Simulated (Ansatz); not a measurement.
CoMo:
```xyz
2
Lattice="0.0000 2.4291 2.4291 2.4291 0.0000 2.4291 2.4291 2.4291 0.0000" Properties=species:S:1:pos:R:3 pbc="T T T"
Co     0.0000     0.0000     0.0000
Mo     2.4291     2.4291     2.4291
```

Relaxed with PBE. Special points in fractions of this cell's reciprocal vectors: Γ (0.000, 0.000, 0.000); X (0.500, 0.000, 0.500); U (0.625, 0.250, 0.625); K (0.375, 0.375, 0.750); L (0.500, 0.500, 0.500); W (0.500, 0.250, 0.750).

Task: List the band energies nearest the Fermi level at these points for PBE with spin–orbit coupling in the plane-wave PAW code Ansatz.

Result: In eV from the Fermi level; about four levels below and three above (degenerate sets whole), none deeper than 8.9 eV; points with the same levels are listed once.

```
k                                below                above
-  -----------------------------------  -------------------
Γ  -3.92 -3.92 -3.92 -3.92 -3.83 -3.83  1.35 1.35 1.35 1.35
X              -1.32 -1.32 -0.66 -0.66  1.14 1.14 1.20 1.20
U              -1.59 -1.59 -0.40 -0.40  0.39 0.39 0.69 0.69
L              -1.47 -1.47 -0.12 -0.12  0.64 0.64 0.71 0.71
W              -1.34 -1.34 -1.02 -1.02  0.19 0.19 0.23 0.23
```

Space group Fm-3m (rock salt). The start of the workflow was typed in or built on a structure type; neither database checked (COD, Materials Project) lists it. Its standing as an ambient phase is unchecked. The PBE relaxation kept the symmetry of its start; its stability against distortions is not shown here. The workflow began spin-polarised and lost its moments. Its formation energy is positive at this level, so the cell may be metastable or incomplete.

Potentials: the earlier of the program's two PAW sets.
